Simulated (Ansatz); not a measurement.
In$_{2}$O$_{3}$:
```yaml
crystal:
  lattice:
    - [3.39669, 0.00000, 0.00000]
    - [-1.69835, 2.94162, 0.00000]
    - [0.00000, 0.00000, 5.96477]
  atoms:
    - { symbol: In, position: [0.66667, 0.33333, 0.76208] }
    - { symbol: In, position: [0.33333, 0.66667, 0.23792] }
    - { symbol: O, position: [0.66667, 0.33333, 0.34771] }
    - { symbol: O, position: [0.33333, 0.66667, 0.65229] }
    - { symbol: O, position: [0.00000, 0.00000, 0.00000] }
```

Relaxed with LDA.

Question: Decompose the optical modes at the zone centre into irreducible representations, and say which are infrared and Raman allowed.

Answer: Point group -3m: Γ_opt = 2A1g + 2A2u + 2Eg + 2Eu. Infrared: A2u, Eu. Raman: A1g, Eg.

Question: Assign frequencies (DFPT, LDA in the plane-wave PAW code Ansatz; without the LO–TO term).

Answer: Eg 106, Eu 131, A2u 157, A1g 172, A2u 456, A1g 474, Eu 500, Eg 536 cm⁻¹.

Space group P-3m1 (La2O3 or Ni2Al3 type). The start of the workflow was typed in or built on a structure type; neither database checked (COD, Materials Project) lists it. It is not the phase usual at ambient conditions (space group No. 206). Symmetry was held in the LDA relaxation; its stability against distortions is not shown here. The volume moved by -27 % from the start of the relaxation. A crystal of weakly bound layers computed without a dispersion correction: the cell and the soft elastic constants depend strongly on that.

Potentials: the earlier of the program's two PAW sets. The files were generated under PBE; for other functionals the program regenerates the frozen cores, and for LDA and PBEsol the local potential too.
